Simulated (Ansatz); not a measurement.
Run on Na (bcc type): DFT, PBE, all-electron LAPW, scalar-relativistic (Ansatz 0.2.0).

The base cell comes from a relaxation on PAW files under the same functional.

Command: `ansatz run input.yaml --threads 1 --pin off --max-ram 2048MiB --backend cpu --events-out ev --progress --plain --runs-dir out` It took 3.4 s on 1 thread of Arm Neoverse V1, with other jobs on the host, peak memory 0.2 GiB.

```yaml
crystal:
  lattice:
    - [-2.0985628867, 2.0985628867, 2.0985628867]
    - [2.0985628867, -2.0985628867, 2.0985628867]
    - [2.0985628867, 2.0985628867, -2.0985628867]
  atoms:
    - { symbol: Na, position: [0.0, 0.0, 0.0] }
kpoints:
  mp_grid: { grid: [13, 13, 13] }
  band_path:
    path:
      - [0.0, 0.0, 0.0]
      - [0.5, -0.5, 0.5]
      - [0.0, 0.0, 0.5]
      - [0.0, 0.0, 0.0]
      - [0.25, 0.25, 0.25]
      - [0.5, -0.5, 0.5]
      - [0.25, 0.25, 0.25]
      - [0.0, 0.0, 0.5]
    npoints: 14
scf:
  occupations: { method: fermi_dirac, width: 0.05 }
hamiltonian:
  xc: pbe
  pseudopotentials: { kind: all_electron, lapw: { basis_error: 0.001 } }
output:
  forces: true
  stress: true
  eigenvalues: true
  populations: true
  dos: { projected: true, de: 0.2, e_range: [-14, 8] }
```

Output:

```
Na: projections on atomic orbitals take those of the free atom 1s2 2s2 2p6 3s1, of charge +0.00 (hamiltonian.pseudopotentials.projection_atoms)
LAPW: plane waves up to 4.571 Å⁻¹, error target 1.0e-3 eV per atom; small_component_spin mean_spin; Na in spheres of 1.817 Å, 9 of its electrons in bands, Dirac shells [] (how accurate: hamiltonian.pseudopotentials.lapw.basis_error, Limitations)
Engine: ansatz 0.2.0
Pseudopotentials: kind: all_electron
Pseudopotential: Na, LAPW, valence charge 9, lapw/all_electron/scalar/gaussian/Na, Koelling and Harmon's equation, gaussian nucleus
Functional definition: PBE
  parameter kappa = 0.804
  parameter beta = 0.06672455060314922
  exchange = pbe_x(kappa = kappa, mu = beta*pi^2/3)
  correlation = pbe_c(beta = beta)
Crystal: 1 atoms, lattice volume = 36.968 Å³
Basis set: ecut = 79.62114233526506 eV, 55 PW (Γ), exchange–correlation at level 2
Bands: 9, of which v1, the nominal top of the filled ones, is band 5 counted from 1 (4 counted from 0)
Symmetry: 48 space group operations
Space group: Im-3m (ITA 229), of the structure as read, at distance tolerance 3.3e-5 Å
k-points: 84 of 2197
Non-local potential: Na, projectors of the file, none
Initial density: superposition of atomic densities (chi_scale 0.1, normalization cell)
Initial wavefunctions: plane waves of lowest kinetic energy (no species holds an atomic orbital)
Functional: x = pbe(κ = 0.804, μ = 0.2195149727645171), c = pbe(β = 0.06672455060314922)
iter 1 solved again at ethr=2.21e-5 eV; its pass at ethr=1.00e-1 eV (dr2=1.99e-3 eV) is discarded
SCF iter   1: F=—  HF=-4420.074767 eV  |F-HF|=—  |Δ(HF+E_count)|=         —  Δρ=2.06e-3  dr2=1.99e-3  ethr=2.21e-5  ⟨swp⟩=3.9  Hψ=6197  notcnv=0
preconditioner: auto → Kerker (q_TF=auto, 2.156 Å⁻¹)  [metal: Δε(μ)=0.094 eV  Ē_g=7.898 eV  σ=0.050 eV  W_gap=0.42  n_scr=12 (ndim 8)  ℏωp=6.1 eV  f_vac=0.000  D(μ)=0.56/eV (n_scr^D=0)]
SCF iter   2: F=—  HF=-4420.074004 eV  |F-HF|=—  |Δ(HF+E_count)|=   7.63e-4  Δρ=1.40e-3  dr2=1.03e-3  ethr=2.21e-5  ⟨swp⟩=2.0  Hψ=2176  notcnv=0
SCF iter   3: F=—  HF=-4420.074142 eV  |F-HF|=—  |Δ(HF+E_count)|=   1.38e-4  Δρ=5.68e-4  dr2=2.11e-4  ethr=1.14e-5  ⟨swp⟩=2.0  Hψ=2176  notcnv=0
SCF iter   4: F=—  HF=-4420.074144 eV  |F-HF|=—  |Δ(HF+E_count)|=   2.85e-6  Δρ=3.32e-4  dr2=7.75e-5  ethr=2.35e-6  ⟨swp⟩=2.0  Hψ=2176  notcnv=0
iter 5 solved again at ethr=1.19e-8 eV; its pass at ethr=8.61e-7 eV (dr2=1.07e-6 eV) is discarded
SCF iter   5: F=—  HF=-4420.074195 eV  |F-HF|=—  |Δ(HF+E_count)|=   5.09e-5  Δρ=4.30e-5  dr2=1.07e-6  ethr=1.19e-8  ⟨swp⟩=2.0  Hψ=3681  notcnv=0
SCF iter   6: F=-4420.074196 eV  HF=-4420.074195 eV  |F-HF|=1.91e-8  |Δ(HF+E_count)|=   1.05e-7  Δρ=1.04e-5  dr2=3.85e-8  ethr=1.19e-8  ⟨swp⟩=2.0  Hψ=2176  notcnv=0
SCF 1 converged in 6 iterations: F = -4420.074196 eV  dr2 = 3.85e-8
NSCF: frozen V_eff on 99 k-points
SCF converged after 6 iterations
Free energy (F): -4420.074196 eV
Harris-Foulkes:  -4420.074195 eV  (|F-HF|=1.91e-8)
Internal energy: -4420.069739 eV  (E = F + TS)
E sigma→0 (E₀):  -4420.071967 eV
Entropy (-TS):   -0.004456 eV (-4.456 meV/atom)
Fermi energy:    1.636367 eV
--- Per-component energies (eV) ---
  E_band       = -242.349158
  E_kinetic    = 4423.006836
  E_xc         = -390.703379
  E_electrostatic = -8452.373195  (all electrons and nuclei)
  E_smearing   = -0.004456  (= −TS)
  E_closure    = 0.000000  (closes the sum)
  E_atoms      = -4418.770368  (free atoms, spherical and without spin; not in F)
  Σ components = -4420.074196   (vs F -4420.074196, Δ=0.00e0)
  Basis errors (estimates in eV, not in F): energy 2.8e-4 per atom: plane waves 2.8e-4 (1.4e-4 summed), levels above the bands 4.5e-71, relativity 5.7e-9, radial functions 3.5e-6, core shells 1.7e-17; eigenvalues (radial functions only) 4.6e-3; not estimated: angular momenta, meshes, grids; target (lapw.basis_error) 1.0e-3; muffin-tin radii Na 1.817 Å
--- Forces (eV/Å), atoms counted from 1 ---
  atom   1  Na    -0.00000000     0.00000000    -0.00000000
  max |Σ_I F_I| component: 6.90e-34 eV/Å
--- Stress (GPa, compression-positive) ---
        0.012435      -0.000000      -0.000000
       -0.000000       0.012435       0.000000
       -0.000000       0.000000       0.012435
  P = ⅓ Tr σ = 0.0124 GPa (0.124 kbar)
--- Band table (eV; the first three rows and the last of 84) ---
  k-point 0: bands = ["-51.3941", "-23.2987", "-23.2987", "-23.2987", "-1.6759", "13.3545", "13.3545", "13.3545", "14.3554"]
  k-point 1: bands = ["-51.3940", "-23.3008", "-23.2994", "-23.2987", "-1.5716", "12.0204", "12.7096", "12.9592", "13.5600"]
  k-point 2: bands = ["-51.3937", "-23.3066", "-23.3014", "-23.2987", "-1.2599", "10.0047", "11.8010", "12.3000", "12.6816"]
  k-point 83: bands = ["-51.3905", "-23.3247", "-23.3244", "-23.3244", "5.2846", "6.1793", "6.5546", "6.5546", "7.2389"]
--- Löwdin populations: 1 site ---
  site symbol       q [e]
     0     Na     10.9573
  spilling = 0.003884 (of n_electrons = 11.000000)
```

populations.tsv:

```
# site	symbol	l	j	q
# orbitals = lowdin
# n_electrons = 11.000000
# spilling = 0.003884
# projection_atom_Na: 1s2 2s2 2p6 3s1
0	Na	0_1S	-	1.999959
0	Na	0_2S	-	1.995407
0	Na	0_3S	-	0.962593
0	Na	1_2P	-	5.999314
```

Next run (volume at 0.88 of the series' base cell), as changes to the input before:

```diff
   lattice:
-    - [-2.0985628867, 2.0985628867, 2.0985628867]
-    - [2.0985628867, -2.0985628867, 2.0985628867]
-    - [2.0985628867, 2.0985628867, -2.0985628867]
+    - [-2.0110191773, 2.0110191773, 2.0110191773]
+    - [2.0110191773, -2.0110191773, 2.0110191773]
+    - [2.0110191773, 2.0110191773, -2.0110191773]
   atoms:
   mp_grid: { grid: [13, 13, 13] }
-  band_path:
-    path:
-      - [0.0, 0.0, 0.0]
-      - [0.5, -0.5, 0.5]
-      - [0.0, 0.0, 0.5]
-      - [0.0, 0.0, 0.0]
-      - [0.25, 0.25, 0.25]
-      - [0.5, -0.5, 0.5]
-      - [0.25, 0.25, 0.25]
-      - [0.0, 0.0, 0.5]
-    npoints: 14
 scf:
   populations: true
-  dos: { projected: true, de: 0.2, e_range: [-14, 8] }
```

Results part of the output:

```
SCF 1 converged in 5 iterations: F = -4420.058079 eV  dr2 = 3.67e-10
SCF converged after 5 iterations
Free energy (F): -4420.058079 eV
Harris-Foulkes:  -4420.058079 eV  (|F-HF|=1.54e-9)
Internal energy: -4420.053865 eV  (E = F + TS)
E sigma→0 (E₀):  -4420.055972 eV
Entropy (-TS):   -0.004215 eV (-4.215 meV/atom)
Fermi energy:    2.211035 eV
--- Per-component energies (eV) ---
  E_band       = -236.717505
  E_kinetic    = 4423.735351
  E_xc         = -390.940588
  E_electrostatic = -8452.848628  (all electrons and nuclei)
  E_smearing   = -0.004215  (= −TS)
  E_closure    = 0.000000  (closes the sum)
  E_atoms      = -4418.770368  (free atoms, spherical and without spin; not in F)
  Σ components = -4420.058079   (vs F -4420.058079, Δ=0.00e0)
  Basis errors (estimates in eV, not in F): energy 2.7e-4 per atom: plane waves 2.6e-4 (1.4e-4 summed), levels above the bands 1.3e-80, relativity 1.2e-9, radial functions 3.5e-6, core shells 6.2e-17; eigenvalues (radial functions only) 1.9e-4; not estimated: angular momenta, meshes, grids; target (lapw.basis_error) 1.0e-3; muffin-tin radii Na 1.742 Å
--- Forces (eV/Å), atoms counted from 1 ---
  atom   1  Na    -0.00000000     0.00000000     0.00000000
  max |Σ_I F_I| component: 1.48e-33 eV/Å
--- Stress (GPa, compression-positive) ---
        1.273727       0.000000       0.000000
        0.000000       1.273727      -0.000000
        0.000000      -0.000000       1.273727
  P = ⅓ Tr σ = 1.2737 GPa (12.737 kbar)
--- Band table (eV; the first three rows and the last of 84) ---
  k-point 0: bands = ["-50.7477", "-22.6451", "-22.6451", "-22.6451", "-1.3870", "14.7768", "14.7768", "14.7768", "15.8552"]
  k-point 1: bands = ["-50.7475", "-22.6484", "-22.6462", "-22.6451", "-1.2729", "13.3725", "14.0746", "14.4310", "15.0432"]
  k-point 2: bands = ["-50.7469", "-22.6574", "-22.6491", "-22.6451", "-0.9321", "11.2136", "13.0854", "13.8003", "14.1214"]
  k-point 83: bands = ["-50.7412", "-22.6851", "-22.6846", "-22.6846", "6.0932", "6.9581", "7.5864", "7.5864", "8.2519"]
--- Löwdin populations: 1 site ---
  site symbol       q [e]
     0     Na     10.9609
  spilling = 0.003552 (of n_electrons = 11.000000)
```

Next run (volume at 0.78 of the series' base cell), as changes to the input before:

```diff
   lattice:
-    - [-2.0110191773, 2.0110191773, 2.0110191773]
-    - [2.0110191773, -2.0110191773, 2.0110191773]
-    - [2.0110191773, 2.0110191773, -2.0110191773]
+    - [-1.931761571, 1.931761571, 1.931761571]
+    - [1.931761571, -1.931761571, 1.931761571]
+    - [1.931761571, 1.931761571, -1.931761571]
   atoms:
```

Results part of the output:

```
SCF 1 converged in 5 iterations: F = -4420.009732 eV  dr2 = 2.77e-10
SCF converged after 5 iterations
Free energy (F): -4420.009732 eV
Harris-Foulkes:  -4420.009732 eV  (|F-HF|=1.56e-9)
Internal energy: -4420.005717 eV  (E = F + TS)
E sigma→0 (E₀):  -4420.007725 eV
Entropy (-TS):   -0.004015 eV (-4.015 meV/atom)
Fermi energy:    2.831237 eV
--- Per-component energies (eV) ---
  E_band       = -230.951761
  E_kinetic    = 4424.547834
  E_xc         = -391.183718
  E_electrostatic = -8453.369833  (all electrons and nuclei)
  E_smearing   = -0.004015  (= −TS)
  E_closure    = 0.000000  (closes the sum)
  E_atoms      = -4418.770368  (free atoms, spherical and without spin; not in F)
  Σ components = -4420.009732   (vs F -4420.009732, Δ=0.00e0)
  Basis errors (estimates in eV, not in F): energy 2.6e-4 per atom: plane waves 2.6e-4 (1.4e-4 summed), levels above the bands 1.1e-90, relativity 1.9e-9, radial functions 1.7e-6, core shells 9.5e-17; eigenvalues (radial functions only) 1.9e-4; not estimated: angular momenta, meshes, grids; target (lapw.basis_error) 1.0e-3; muffin-tin radii Na 1.673 Å
--- Forces (eV/Å), atoms counted from 1 ---
  atom   1  Na    -0.00000000     0.00000000    -0.00000000
  max |Σ_I F_I| component: 2.63e-33 eV/Å
--- Stress (GPa, compression-positive) ---
        3.076505      -0.000000      -0.000000
       -0.000000       3.076505       0.000000
       -0.000000       0.000000       3.076505
  P = ⅓ Tr σ = 3.0765 GPa (30.765 kbar)
--- Band table (eV; the first three rows and the last of 84) ---
  k-point 0: bands = ["-50.0909", "-21.9773", "-21.9773", "-21.9773", "-1.0583", "16.2400", "16.2400", "16.2400", "17.4004"]
  k-point 1: bands = ["-50.0905", "-21.9822", "-21.9788", "-21.9772", "-0.9338", "14.7619", "15.4805", "15.9384", "16.5636"]
  k-point 2: bands = ["-50.0895", "-21.9958", "-21.9831", "-21.9773", "-0.5629", "12.4597", "14.4092", "15.3470", "15.6008"]
  k-point 83: bands = ["-50.0794", "-22.0363", "-22.0354", "-22.0354", "6.9315", "7.7661", "8.6792", "8.6792", "9.3213"]
--- Löwdin populations: 1 site ---
  site symbol       q [e]
     0     Na     10.9644
  spilling = 0.003235 (of n_electrons = 11.000000)
```

Next run (volume at 0.68 of the series' base cell), as changes to the input before:

```diff
   lattice:
-    - [-1.931761571, 1.931761571, 1.931761571]
-    - [1.931761571, -1.931761571, 1.931761571]
-    - [1.931761571, 1.931761571, -1.931761571]
+    - [-1.8454047138, 1.8454047138, 1.8454047138]
+    - [1.8454047138, -1.8454047138, 1.8454047138]
+    - [1.8454047138, 1.8454047138, -1.8454047138]
   atoms:
   mp_grid: { grid: [13, 13, 13] }
+  band_path:
+    path:
+      - [0.0, 0.0, 0.0]
+      - [0.5, -0.5, 0.5]
+      - [0.0, 0.0, 0.5]
+      - [0.0, 0.0, 0.0]
+      - [0.25, 0.25, 0.25]
+      - [0.5, -0.5, 0.5]
+      - [0.25, 0.25, 0.25]
+      - [0.0, 0.0, 0.5]
+    npoints: 8
 scf:
   populations: true
+  dos: { projected: true, de: 0.2, e_range: [-14, 8] }
```

Command: `ansatz run input.yaml --threads 1 --pin off --max-ram 2048MiB --backend cpu --events-out ev --progress --plain --runs-dir out` It took 3.2 s on 1 thread of Arm Neoverse V1 (shared host), peak memory 0.21 GiB.

Results part of the output:

```
SCF 1 converged in 5 iterations: F = -4419.906614 eV  dr2 = 2.57e-10
NSCF: frozen V_eff on 57 k-points
SCF converged after 5 iterations
Free energy (F): -4419.906614 eV
Harris-Foulkes:  -4419.906614 eV  (|F-HF|=1.90e-9)
Internal energy: -4419.902793 eV  (E = F + TS)
E sigma→0 (E₀):  -4419.904703 eV
Entropy (-TS):   -0.003821 eV (-3.821 meV/atom)
Fermi energy:    3.642971 eV
--- Per-component energies (eV) ---
  E_band       = -223.805900
  E_kinetic    = 4425.649035
  E_xc         = -391.486159
  E_electrostatic = -8454.065670  (all electrons and nuclei)
  E_smearing   = -0.003821  (= −TS)
  E_closure    = 0.000000  (closes the sum)
  E_atoms      = -4418.770368  (free atoms, spherical and without spin; not in F)
  Σ components = -4419.906614   (vs F -4419.906614, Δ=0.00e0)
  Basis errors (estimates in eV, not in F): energy 2.7e-4 per atom: plane waves 2.7e-4 (1.4e-4 summed), levels above the bands 1.8e-103, relativity 1.3e-9, radial functions 2.0e-6, core shells 1.5e-16; eigenvalues (radial functions only) 2.1e-4; not estimated: angular momenta, meshes, grids; target (lapw.basis_error) 1.0e-3; muffin-tin radii Na 1.598 Å
--- Forces (eV/Å), atoms counted from 1 ---
  atom   1  Na    -0.00000000     0.00000000     0.00000000
  max |Σ_I F_I| component: 7.45e-33 eV/Å
--- Stress (GPa, compression-positive) ---
        6.151588       0.000000      -0.000000
        0.000000       6.151588      -0.000000
       -0.000000      -0.000000       6.151588
  P = ⅓ Tr σ = 6.1516 GPa (61.516 kbar)
--- Band table (eV; the first three rows and the last of 84) ---
  k-point 0: bands = ["-49.2841", "-21.1505", "-21.1505", "-21.1505", "-0.6057", "18.0586", "18.0586", "18.0586", "19.3250"]
  k-point 1: bands = ["-49.2834", "-21.1582", "-21.1528", "-21.1505", "-0.4682", "16.4888", "17.2301", "17.8053", "18.4518"]
  k-point 2: bands = ["-49.2815", "-21.1796", "-21.1593", "-21.1506", "-0.0591", "14.0129", "16.0580", "17.2730", "17.4402"]
  k-point 83: bands = ["-49.2632", "-21.2406", "-21.2391", "-21.2391", "7.9819", "8.7792", "10.0803", "10.0803", "10.6908"]
--- Löwdin populations: 1 site ---
  site symbol       q [e]
     0     Na     10.9684
  spilling = 0.002872 (of n_electrons = 11.000000)
```

Next run (volume at 0.58 of the series' base cell), as changes to the input before:

```diff
   lattice:
-    - [-1.8454047138, 1.8454047138, 1.8454047138]
-    - [1.8454047138, -1.8454047138, 1.8454047138]
-    - [1.8454047138, 1.8454047138, -1.8454047138]
+    - [-1.7501072043, 1.7501072043, 1.7501072043]
+    - [1.7501072043, -1.7501072043, 1.7501072043]
+    - [1.7501072043, 1.7501072043, -1.7501072043]
   atoms:
   mp_grid: { grid: [13, 13, 13] }
-  band_path:
-    path:
-      - [0.0, 0.0, 0.0]
-      - [0.5, -0.5, 0.5]
-      - [0.0, 0.0, 0.5]
-      - [0.0, 0.0, 0.0]
-      - [0.25, 0.25, 0.25]
-      - [0.5, -0.5, 0.5]
-      - [0.25, 0.25, 0.25]
-      - [0.0, 0.0, 0.5]
-    npoints: 8
 scf:
   populations: true
-  dos: { projected: true, de: 0.2, e_range: [-14, 8] }
```

Results part of the output:

```
SCF 1 converged in 5 iterations: F = -4419.707330 eV  dr2 = 2.85e-10
SCF converged after 5 iterations
Free energy (F): -4419.707330 eV
Harris-Foulkes:  -4419.707330 eV  (|F-HF|=2.55e-9)
Internal energy: -4419.703696 eV  (E = F + TS)
E sigma→0 (E₀):  -4419.705513 eV
Entropy (-TS):   -0.003634 eV (-3.634 meV/atom)
Fermi energy:    4.749668 eV
--- Per-component energies (eV) ---
  E_band       = -214.646156
  E_kinetic    = 4427.211768
  E_xc         = -391.876770
  E_electrostatic = -8455.038694  (all electrons and nuclei)
  E_smearing   = -0.003634  (= −TS)
  E_closure    = 0.000000  (closes the sum)
  E_atoms      = -4418.770368  (free atoms, spherical and without spin; not in F)
  Σ components = -4419.707330   (vs F -4419.707330, Δ=0.00e0)
  Basis errors (estimates in eV, not in F): energy 2.5e-4 per atom: plane waves 2.5e-4 (1.3e-4 summed), levels above the bands 2.9e-120, relativity 2.4e-9, radial functions 2.4e-6, core shells 3.4e-16; eigenvalues (radial functions only) 2.2e-4; not estimated: angular momenta, meshes, grids; target (lapw.basis_error) 1.0e-3; muffin-tin radii Na 1.516 Å
--- Forces (eV/Å), atoms counted from 1 ---
  atom   1  Na    -0.00000000     0.00000000     0.00000000
  max |Σ_I F_I| component: 1.05e-32 eV/Å
--- Stress (GPa, compression-positive) ---
       11.697181       0.000000      -0.000000
        0.000000      11.697181       0.000000
       -0.000000       0.000000      11.697181
  P = ⅓ Tr σ = 11.6972 GPa (116.972 kbar)
--- Band table (eV; the first three rows and the last of 84) ---
  k-point 0: bands = ["-48.2627", "-20.0907", "-20.0907", "-20.0907", "0.0451", "20.3913", "20.3913", "20.3913", "21.8000"]
  k-point 1: bands = ["-48.2613", "-20.1035", "-20.0944", "-20.0908", "0.1999", "18.7062", "19.4777", "20.1929", "20.8757"]
  k-point 2: bands = ["-48.2575", "-20.1387", "-20.1047", "-20.0911", "0.6592", "16.0132", "18.1781", "19.7478", "19.8035"]
  k-point 83: bands = ["-48.2221", "-20.2343", "-20.2317", "-20.2317", "9.3404", "10.0913", "11.9439", "11.9439", "12.5130"]
--- Löwdin populations: 1 site ---
  site symbol       q [e]
     0     Na     10.9730
  spilling = 0.002458 (of n_electrons = 11.000000)
```

Next run (volume at 0.5 of the series' base cell), as changes to the input before:

```diff
   lattice:
-    - [-1.7501072043, 1.7501072043, 1.7501072043]
-    - [1.7501072043, -1.7501072043, 1.7501072043]
-    - [1.7501072043, 1.7501072043, -1.7501072043]
+    - [-1.665630467, 1.665630467, 1.665630467]
+    - [1.665630467, -1.665630467, 1.665630467]
+    - [1.665630467, 1.665630467, -1.665630467]
   atoms:
```

Command: `ansatz run input.yaml --threads 1 --pin off --max-ram 2048MiB --backend cpu --events-out ev --progress --plain --runs-dir out` It took 2.7 s on 1 thread of Arm Neoverse V1, with other jobs on the host, peak memory 0.2 GiB.

Results part of the output:

```
SCF 1 converged in 5 iterations: F = -4419.424516 eV  dr2 = 3.65e-10
SCF converged after 5 iterations
Free energy (F): -4419.424516 eV
Harris-Foulkes:  -4419.424516 eV  (|F-HF|=3.51e-9)
Internal energy: -4419.421024 eV  (E = F + TS)
E sigma→0 (E₀):  -4419.422770 eV
Entropy (-TS):   -0.003491 eV (-3.491 meV/atom)
Fermi energy:    5.971659 eV
--- Per-component energies (eV) ---
  E_band       = -205.140061
  E_kinetic    = 4429.011266
  E_xc         = -392.286979
  E_electrostatic = -8456.145311  (all electrons and nuclei)
  E_smearing   = -0.003491  (= −TS)
  E_closure    = 0.000000  (closes the sum)
  E_atoms      = -4418.770368  (free atoms, spherical and without spin; not in F)
  Σ components = -4419.424516   (vs F -4419.424516, Δ=0.00e0)
  Basis errors (estimates in eV, not in F): energy 2.5e-4 per atom: plane waves 2.5e-4 (1.3e-4 summed), levels above the bands 5.3e-138, relativity 6.6e-9, radial functions 2.8e-6, core shells 1.3e-15; eigenvalues (radial functions only) 2.4e-4; not estimated: angular momenta, meshes, grids; target (lapw.basis_error) 1.0e-3; muffin-tin radii Na 1.442 Å
--- Forces (eV/Å), atoms counted from 1 ---
  atom   1  Na    -0.00000000    -0.00000000    -0.00000000
  max |Σ_I F_I| component: 2.11e-32 eV/Å
--- Stress (GPa, compression-positive) ---
       19.702011       0.000000      -0.000000
        0.000000      19.702011      -0.000000
       -0.000000      -0.000000      19.702011
  P = ⅓ Tr σ = 19.7020 GPa (197.020 kbar)
--- Band table (eV; the first three rows and the last of 84) ---
  k-point 0: bands = ["-47.2192", "-18.9893", "-18.9893", "-18.9893", "0.8017", "22.8063", "22.8063", "22.8063", "24.3694"]
  k-point 1: bands = ["-47.2167", "-19.0093", "-18.9948", "-18.9895", "0.9750", "21.0055", "21.8078", "22.6594", "23.3904"]
  k-point 2: bands = ["-47.2097", "-19.0640", "-19.0102", "-18.9901", "1.4878", "18.0935", "20.3780", "22.2563", "22.3133"]
  k-point 83: bands = ["-47.1460", "-19.2058", "-19.2015", "-19.2015", "10.7578", "11.4623", "13.9475", "13.9475", "14.4752"]
--- Löwdin populations: 1 site ---
  site symbol       q [e]
     0     Na     10.9771
  spilling = 0.002084 (of n_electrons = 11.000000)
```

The structure type is held throughout; the real material can change phase at far lower pressure.
